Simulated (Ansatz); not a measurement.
The relaxed structure here is a generated cell of TiAl: the first start was made by placing the elements on the sites of a structure type, and the end was not matched to a known phase here, so it may be hypothetical. Known forms of TiAl include space group No. 123.

One stationary structure of TiAl. Space group P6mm (No. 183). Level of theory: PBE (plane waves to 420 eV, PAW, scalar-relativistic; Ansatz, an electronic-structure program).

```xyz
6
Lattice="4.5560 0.0000 0.0000 -2.2780 3.9456 0.0000 0.0000 0.0000 5.5538" Properties=species:S:1:pos:R:3 pbc="T T T"
Ti     0.0000     0.0000     1.7065
Ti     2.2780     1.3152     2.9780
Ti     0.0000     2.6304     2.9780
Al     0.0000     0.0000     4.3851
Al     2.2780     1.3152     0.2169
Al     0.0000     2.6304     0.2169
```

For TiAl, the volume per atom comes out as 16.64 Å³, the band gap is zero (metallic) and the shortest distances is Ti–Ti 2.63 Å; Al–Al 2.63 Å; Al–Ti 2.68 Å. The k-mesh is 10×10×7.

Band energies at high-symmetry points (eV from the Fermi level; labels of this space group; no spin-orbit coupling), from −5 eV up to 0.9 eV:

```json
[
 {"point": "Γ", "energies": "-4.67 -3.61 -1.86 -1.86 -1.49 -1.49 -0.69 -0.69 -0.66 -0.47 -0.47 -0.37"},
 {"point": "M", "energies": "-4.03 -2.84 -2.47 -2.09 -1.71 -1.33 -1.19 -0.66 -0.51 0.30 0.75"},
 {"point": "K", "energies": "-2.61 -2.05 -2.05 -1.91 -1.27 -1.27 0.04 0.04 0.70 0.77 0.77"},
 {"point": "A", "energies": "-2.38 -2.31 -2.31 -1.85 -1.85 0.07 0.13 0.13 0.23 0.23 0.56"},
 {"point": "L", "energies": "-4.38 -3.89 -3.31 -2.34 -1.43 -0.97 -0.70 -0.63 0.25 0.29 0.30 0.76"},
 {"point": "H", "energies": "-3.74 -3.27 -3.27 -0.99 -0.46 -0.46 -0.14 0.07 0.07 0.70 0.70"}
]
```

No spin polarisation in the result.

The run could not lose the symmetry of its start: the end is stationary, and may be a saddle point rather than a minimum.
